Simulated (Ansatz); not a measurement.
A relaxation computed with Ansatz, from input to last step.

```yaml
crystal:
  lattice:
    - [0.0, 8.5976417676, 8.5976417676]
    - [8.5976417676, 0.0, 8.5976417676]
    - [8.5976417676, 8.5976417676, 0.0]
  atoms:
    - { symbol: Zn, position: [0.3333333333, 0.0, 0.3333333333] }
    - { symbol: Zn, position: [0.3333333333, 0.0, 0.6666666667] }
    - { symbol: Zn, position: [0.3333333333, 0.3333333333, 0.0] }
    - { symbol: Zn, position: [0.3333333333, 0.3333333333, 0.3333333333] }
    - { symbol: Zn, position: [0.3333333333, 0.3333333333, 0.6666666667] }
    - { symbol: Zn, position: [0.3333333333, 0.6666666667, 0.0] }
    - { symbol: Zn, position: [0.3333333333, 0.6666666667, 0.3333333333] }
    - { symbol: Zn, position: [0.3333333333, 0.6666666667, 0.6666666667] }
    - { symbol: Zn, position: [0.6666666667, 0.0, 0.0] }
    - { symbol: Zn, position: [0.6666666667, 0.0, 0.3333333333] }
    - { symbol: Zn, position: [0.6666666667, 0.0, 0.6666666667] }
    - { symbol: Zn, position: [0.6666666667, 0.3333333333, 0.0] }
    - { symbol: Zn, position: [0.6666666667, 0.3333333333, 0.3333333333] }
    - { symbol: Zn, position: [0.6666666667, 0.3333333333, 0.6666666667] }
    - { symbol: Zn, position: [0.6666666667, 0.6666666667, 0.0] }
    - { symbol: Zn, position: [0.6666666667, 0.6666666667, 0.3333333333] }
    - { symbol: Zn, position: [0.6666666667, 0.6666666667, 0.6666666667] }
    - { symbol: Zn, position: [0.0, 0.0, 0.0] }
    - { symbol: Zn, position: [0.0, 0.0, 0.3333333333] }
    - { symbol: Zn, position: [0.0, 0.0, 0.6666666667] }
    - { symbol: Zn, position: [0.0, 0.3333333333, 0.0] }
    - { symbol: Zn, position: [0.0, 0.3333333333, 0.3333333333] }
    - { symbol: Zn, position: [0.0, 0.3333333333, 0.6666666667] }
    - { symbol: Zn, position: [0.0, 0.6666666667, 0.0] }
    - { symbol: Zn, position: [0.0, 0.6666666667, 0.3333333333] }
    - { symbol: Zn, position: [0.0, 0.6666666667, 0.6666666667] }
    - { symbol: Se, position: [0.0914474277, 0.072988641, 0.0751614233], spin: 0.5 }
    - { symbol: Se, position: [0.0833333333, 0.0833333333, 0.4166666667] }
    - { symbol: Se, position: [0.0833333333, 0.0833333333, 0.75] }
    - { symbol: Se, position: [0.0833333333, 0.4166666667, 0.0833333333] }
    - { symbol: Se, position: [0.0833333333, 0.4166666667, 0.4166666667] }
    - { symbol: Se, position: [0.0833333333, 0.4166666667, 0.75] }
    - { symbol: Se, position: [0.0833333333, 0.75, 0.0833333333] }
    - { symbol: Se, position: [0.0833333333, 0.75, 0.4166666667] }
    - { symbol: Se, position: [0.0833333333, 0.75, 0.75] }
    - { symbol: Se, position: [0.4078732338, 0.088745152, 0.0901303607], spin: 0.5 }
    - { symbol: Se, position: [0.4166666667, 0.0833333333, 0.4166666667] }
    - { symbol: Se, position: [0.4211088711, 0.0818294978, 0.7477588829], spin: 0.5 }
    - { symbol: Se, position: [0.4166666667, 0.4166666667, 0.0833333333] }
    - { symbol: Se, position: [0.4166666667, 0.4166666667, 0.4166666667] }
    - { symbol: Se, position: [0.4166666667, 0.4166666667, 0.75] }
    - { symbol: Se, position: [0.4156325336, 0.7477141518, 0.078182703], spin: 0.5 }
    - { symbol: Se, position: [0.4166666667, 0.75, 0.4166666667] }
    - { symbol: Se, position: [0.4166666667, 0.75, 0.75] }
    - { symbol: Se, position: [0.75, 0.0833333333, 0.0833333333] }
    - { symbol: Se, position: [0.75, 0.0833333333, 0.4166666667] }
    - { symbol: Se, position: [0.75, 0.0833333333, 0.75] }
    - { symbol: Se, position: [0.75, 0.4166666667, 0.0833333333] }
    - { symbol: Se, position: [0.75, 0.4166666667, 0.4166666667] }
    - { symbol: Se, position: [0.75, 0.4166666667, 0.75] }
    - { symbol: Se, position: [0.75, 0.75, 0.0833333333] }
    - { symbol: Se, position: [0.75, 0.75, 0.4166666667] }
    - { symbol: Se, position: [0.75, 0.75, 0.75] }
  host:
    lattice:
      - [0.0, 2.8658805892, 2.8658805892]
      - [2.8658805892, 0.0, 2.8658805892]
      - [2.8658805892, 2.8658805892, 0.0]
    atoms:
      - { symbol: Zn, position: [0.0, 0.0, 0.0] }
      - { symbol: Se, position: [0.25, 0.25, 0.25] }
basis:
  ecutwfc: 420
  xc_grid: 2
kpoints:
  mp_grid: { grid: [2, 2, 2], shift: [0.0, 0.0, 0.0] }
hamiltonian:
  xc: pbe
scf:
  occupations: { method: gaussian, width: 0.01 }
output:
  forces: true
  stress: false
  eigenvalues: true
  populations: true
  charged_corrections:
    defect_position: [0.33333333, 0.0, 0.0]
    epsilon: [[10.789, 0.0, 0.0], [0.0, 10.789, 0.0], [0.0, 0.0, 10.789]]
  write_density: true
  write_potential: true
  elf: true
  volumetric_format: npy
magnetization:
  spin_polarized: true
relax:
  adjacent_minimum: "off"
  f_tol: 0.025
  max_steps: 45
```

```bash
ansatz run input.yaml --threads 8 --pin off --max-ram 20480MiB --backend cpu --events-out ev --progress --plain --runs-dir out
```

Computed with DFT PBE, scalar-relativistic, plane waves, PAW in Ansatz 0.2.0.

The cell holds a point defect: Zn vacancy (site a), neutral.

Of 4 frames 3 are shown, positions in Å and forces in eV/Å; the SCF threshold varies from step to step.

```xyz
53
Lattice="0.0000 8.5976 8.5976 8.5976 0.0000 8.5976 8.5976 8.5976 0.0000" Properties=species:S:1:pos:R:3:forces:R:3 pbc="T T T" step=1 free_energy_over_end_meV_per_atom=5.00
Zn    2.8659    5.7318    2.8659   -0.0031   -0.0431    0.0296
Zn    5.7318    8.5976    2.8659    0.1686    0.1897    0.1725
Zn    2.8659    2.8659    5.7318   -0.0443    0.0796   -0.0760
Zn    5.7318    5.7318    5.7318   -0.0122   -0.0070    0.0005
Zn    8.5976    8.5976    5.7318   -0.1805    0.2071   -0.1942
Zn    5.7318    2.8659    8.5976   -0.0354   -0.0264   -0.0369
Zn    8.5976    5.7318    8.5976   -0.2295   -0.2762    0.2198
Zn   11.4635    8.5976    8.5976   -0.0004    0.0323    0.0197
Zn    0.0000    5.7318    5.7318    0.2999   -0.2990   -0.2893
Zn    2.8659    8.5976    5.7318    0.0045   -0.0009    0.0011
Zn    5.7318   11.4635    5.7318    0.0752   -0.0757   -0.0870
Zn    2.8659    5.7318    8.5976    0.0019   -0.0092   -0.0106
Zn    5.7318    8.5976    8.5976   -0.0015    0.0059   -0.0092
Zn    8.5976   11.4635    8.5976    0.0042    0.0006   -0.0360
Zn    5.7318    5.7318   11.4635    0.1585   -0.2201   -0.1574
Zn    8.5976    8.5976   11.4635    0.0052   -0.0256   -0.0002
Zn   11.4635   11.4635   11.4635    0.0452   -0.0047   -0.0048
Zn    0.0000    0.0000    0.0000   -0.0539   -0.0543   -0.0704
Zn    2.8659    2.8659    0.0000   -0.3543   -0.2941    0.2824
Zn    5.7318    5.7318    0.0000    0.0192   -0.0080    0.0312
Zn    2.8659    0.0000    2.8659   -0.3670    0.3120   -0.2869
Zn    5.7318    2.8659    2.8659   -0.0395    0.0048    0.0032
Zn    8.5976    5.7318    2.8659   -0.0095    0.0401   -0.0058
Zn    5.7318    0.0000    5.7318    0.0193    0.0437    0.0079
Zn    8.5976    2.8659    5.7318   -0.0109   -0.0073    0.0482
Zn   11.4635    5.7318    5.7318   -0.0131   -0.0227   -0.0136
Se    1.2737    1.4324    1.4138    0.9121    0.3132    0.3573
Se    4.2988    4.2988    1.4329    0.0363   -0.0211   -0.0745
Se    7.1647    7.1647    1.4329   -0.0824   -0.0842   -0.0196
Se    4.2988    1.4329    4.2988    0.0270   -0.0713   -0.0306
Se    7.1647    4.2988    4.2988   -0.0010    0.0017    0.0002
Se   10.0306    7.1647    4.2988   -0.0015   -0.0174    0.0309
Se    7.1647    1.4329    7.1647   -0.1025   -0.0633   -0.1363
Se   10.0306    4.2988    7.1647    0.0121    0.0433   -0.0377
Se   12.8965    7.1647    7.1647   -0.0023   -0.0041   -0.0050
Se    1.5379    4.2817    4.2697   -0.6308    0.1335    0.2828
Se    4.2988    7.1647    4.2988    0.0254    0.0292    0.0400
Se    7.1325   10.0495    4.3241    0.1623   -0.1882   -0.1236
Se    4.2988    4.2988    7.1647   -0.0056    0.0319   -0.0012
Se    7.1647    7.1647    7.1647   -0.0492   -0.0101    0.0154
Se   10.0306   10.0306    7.1647    0.0312   -0.0133    0.0235
Se    7.1008    4.2456   10.0020    0.4081    0.4392    0.1829
Se   10.0306    7.1647   10.0306   -0.0099   -0.0068   -0.0149
Se   12.8965   10.0306   10.0306   -0.0796   -0.0678   -0.0392
Se    1.4329    7.1647    7.1647    0.0396   -0.0264   -0.0263
Se    4.2988   10.0306    7.1647   -0.0541   -0.0417    0.0619
Se    7.1647   12.8965    7.1647    0.0098    0.0298    0.0047
Se    4.2988    7.1647   10.0306   -0.0391    0.0481   -0.0536
Se    7.1647   10.0306   10.0306   -0.0005   -0.0048   -0.0021
Se   10.0306   12.8965   10.0306    0.0013    0.0029   -0.0007
Se    7.1647    7.1647   12.8965    0.0101   -0.0354   -0.0214
Se   10.0306   10.0306   12.8965    0.0003   -0.0037    0.0003
Se   12.8965   12.8965   12.8965   -0.0640    0.0457    0.0488
53
Lattice="0.0000 8.5976 8.5976 8.5976 0.0000 8.5976 8.5976 8.5976 0.0000" Properties=species:S:1:pos:R:3:forces:R:3 pbc="T T T" step=3 free_energy_over_end_meV_per_atom=0.00
Zn    2.8203    5.6866    2.9068    0.0090    0.0108   -0.0081
Zn    5.7682    8.6373    2.9036   -0.0066   -0.0048   -0.0033
Zn    2.8218    2.9052    5.6918    0.0108   -0.0131    0.0081
Zn    5.7257    5.7328    5.7327    0.0055    0.0048    0.0016
Zn    8.5557    8.6388    5.6888    0.0047   -0.0120    0.0082
Zn    5.7682    2.9038    8.6341   -0.0084   -0.0069   -0.0004
Zn    8.5566    5.6875    8.6354    0.0026    0.0078   -0.0084
Zn   11.4591    8.5976    8.5990   -0.0046   -0.0031    0.0000
Zn    0.0367    5.6901    5.6939   -0.0091    0.0087    0.0036
Zn    2.8656    8.5933    5.7332    0.0009    0.0033   -0.0014
Zn    5.7690   11.4231    5.6907   -0.0101    0.0121    0.0099
Zn    2.8656    5.7333    8.5934    0.0005    0.0014    0.0064
Zn    5.7267    8.5944    8.5946    0.0004   -0.0057   -0.0034
Zn    8.5949   11.4624    8.5832   -0.0005   -0.0006    0.0016
Zn    5.7697    5.6885   11.4239   -0.0078    0.0096    0.0063
Zn    8.5947    8.5808   11.4618    0.0000   -0.0004    0.0012
Zn   11.4737   11.4619   11.4620   -0.0025    0.0024    0.0017
Zn    0.0424    0.0434    0.0406   -0.0139   -0.0058   -0.0010
Zn    2.8259    2.8236    0.0392    0.0005    0.0120   -0.0111
Zn    5.7313    5.7308    0.0026   -0.0004    0.0002    0.0000
Zn    2.8247    0.0432    2.8230   -0.0007   -0.0106    0.0061
Zn    5.7149    2.8648    2.8646    0.0036    0.0004    0.0013
Zn    8.5936    5.7457    2.8643    0.0073   -0.0015    0.0032
Zn    5.7314    0.0012    5.7297    0.0003   -0.0030   -0.0026
Zn    8.5936    2.8638    5.7433    0.0081    0.0054   -0.0036
Zn   11.4583    5.7296    5.7278   -0.0027    0.0001   -0.0022
Se    1.3763    1.4938    1.4883    0.0030   -0.0169   -0.0035
Se    4.2864    4.2997    1.4307   -0.0027   -0.0021    0.0065
Se    7.1616    7.1763    1.4310    0.0054    0.0059   -0.0055
Se    4.2867    1.4310    4.3002   -0.0028    0.0077   -0.0018
Se    7.1621    4.2981    4.2971   -0.0026   -0.0006    0.0008
Se   10.0300    7.1756    4.2975   -0.0049    0.0027   -0.0046
Se    7.1615    1.4309    7.1733    0.0014   -0.0038    0.0063
Se   10.0304    4.2978    7.1718   -0.0037   -0.0059    0.0042
Se   12.8933    7.1634    7.1634    0.0033    0.0018    0.0018
Se    1.3739    4.2417    4.2482    0.0047    0.0069   -0.0085
Se    4.2957    7.1634    4.2952   -0.0035   -0.0040   -0.0027
Se    7.2131   10.0854    4.2444    0.0035   -0.0081    0.0003
Se    4.2956    4.2960    7.1634   -0.0002   -0.0028   -0.0007
Se    7.1647    7.1635    7.1631   -0.0015   -0.0005   -0.0008
Se   10.0288   10.0271    7.1544   -0.0018    0.0070   -0.0016
Se    7.2136    4.2421   10.0815    0.0013    0.0049   -0.0048
Se   10.0288    7.1509   10.0275   -0.0013   -0.0005    0.0084
Se   12.9023   10.0280   10.0278    0.0073    0.0051   -0.0008
Se    1.4279    7.1646    7.1646    0.0020    0.0005    0.0009
Se    4.2968   10.0317    7.1626   -0.0005   -0.0048    0.0040
Se    7.1595   12.8973    7.1557    0.0028   -0.0066   -0.0036
Se    4.2968    7.1625   10.0325   -0.0019    0.0066   -0.0044
Se    7.1623   10.0290   10.0300   -0.0018    0.0008   -0.0002
Se   10.0274   12.8956   10.0297    0.0001    0.0025   -0.0009
Se    7.1604    7.1525   12.8979    0.0054   -0.0021   -0.0046
Se   10.0274   10.0284   12.8944   -0.0004   -0.0005    0.0033
Se   12.9027   12.8965   12.8965    0.0027   -0.0047   -0.0010
53
Lattice="0.0000 8.5976 8.5976 8.5976 0.0000 8.5976 8.5976 8.5976 0.0000" Properties=species:S:1:pos:R:3:forces:R:3 pbc="T T T" step=4 free_energy_over_end_meV_per_atom=0.00
Zn    2.8203    5.6866    2.9068    0.0090    0.0108   -0.0081
Zn    5.7682    8.6373    2.9036   -0.0067   -0.0048   -0.0032
Zn    2.8218    2.9052    5.6918    0.0108   -0.0130    0.0081
Zn    5.7257    5.7328    5.7327    0.0055    0.0048    0.0015
Zn    8.5557    8.6388    5.6888    0.0047   -0.0120    0.0082
Zn    5.7682    2.9038    8.6341   -0.0084   -0.0069   -0.0005
Zn    8.5566    5.6875    8.6354    0.0026    0.0078   -0.0085
Zn   11.4591    8.5976    8.5990   -0.0046   -0.0031    0.0000
Zn    0.0367    5.6901    5.6939   -0.0091    0.0087    0.0036
Zn    2.8656    8.5933    5.7332    0.0009    0.0033   -0.0015
Zn    5.7690   11.4231    5.6907   -0.0101    0.0121    0.0099
Zn    2.8656    5.7333    8.5934    0.0004    0.0014    0.0064
Zn    5.7267    8.5944    8.5946    0.0004   -0.0056   -0.0034
Zn    8.5949   11.4624    8.5832   -0.0005   -0.0006    0.0016
Zn    5.7697    5.6885   11.4239   -0.0078    0.0096    0.0063
Zn    8.5947    8.5808   11.4618    0.0000   -0.0004    0.0012
Zn   11.4737   11.4619   11.4620   -0.0025    0.0023    0.0017
Zn    0.0424    0.0434    0.0406   -0.0139   -0.0058   -0.0010
Zn    2.8259    2.8236    0.0392    0.0005    0.0120   -0.0111
Zn    5.7313    5.7308    0.0026   -0.0004    0.0002    0.0001
Zn    2.8247    0.0432    2.8230   -0.0007   -0.0106    0.0061
Zn    5.7149    2.8648    2.8646    0.0036    0.0004    0.0014
Zn    8.5936    5.7457    2.8643    0.0073   -0.0015    0.0032
Zn    5.7314    0.0012    5.7297    0.0003   -0.0030   -0.0026
Zn    8.5936    2.8638    5.7433    0.0081    0.0054   -0.0036
Zn   11.4583    5.7296    5.7278   -0.0027    0.0001   -0.0022
Se    1.3763    1.4938    1.4883    0.0030   -0.0169   -0.0035
Se    4.2864    4.2997    1.4307   -0.0027   -0.0021    0.0065
Se    7.1616    7.1763    1.4310    0.0054    0.0059   -0.0055
Se    4.2867    1.4310    4.3002   -0.0028    0.0077   -0.0018
Se    7.1621    4.2981    4.2971   -0.0026   -0.0006    0.0008
Se   10.0300    7.1756    4.2975   -0.0049    0.0027   -0.0046
Se    7.1615    1.4309    7.1733    0.0014   -0.0038    0.0063
Se   10.0304    4.2978    7.1718   -0.0037   -0.0059    0.0042
Se   12.8933    7.1634    7.1634    0.0033    0.0017    0.0018
Se    1.3739    4.2417    4.2482    0.0047    0.0069   -0.0086
Se    4.2957    7.1634    4.2952   -0.0035   -0.0040   -0.0027
Se    7.2131   10.0854    4.2444    0.0035   -0.0081    0.0002
Se    4.2956    4.2960    7.1634   -0.0002   -0.0028   -0.0006
Se    7.1647    7.1635    7.1631   -0.0015   -0.0005   -0.0008
Se   10.0288   10.0271    7.1544   -0.0018    0.0070   -0.0016
Se    7.2136    4.2421   10.0815    0.0013    0.0049   -0.0049
Se   10.0288    7.1509   10.0275   -0.0013   -0.0005    0.0083
Se   12.9023   10.0280   10.0278    0.0073    0.0051   -0.0008
Se    1.4279    7.1646    7.1646    0.0020    0.0006    0.0009
Se    4.2968   10.0317    7.1626   -0.0005   -0.0048    0.0040
Se    7.1595   12.8973    7.1557    0.0027   -0.0066   -0.0036
Se    4.2968    7.1625   10.0325   -0.0019    0.0066   -0.0044
Se    7.1623   10.0290   10.0300   -0.0018    0.0008   -0.0002
Se   10.0274   12.8956   10.0297    0.0001    0.0025   -0.0009
Se    7.1604    7.1525   12.8979    0.0054   -0.0021   -0.0047
Se   10.0274   10.0284   12.8944   -0.0004   -0.0005    0.0033
Se   12.9027   12.8965   12.8965    0.0027   -0.0047   -0.0010
```

It took 11 min on 8 threads of Intel(R) Xeon(R) Platinum 8259CL CPU @ 2.50GHz (Skylake/Cascade Lake) (shared host), peak memory 16 GiB.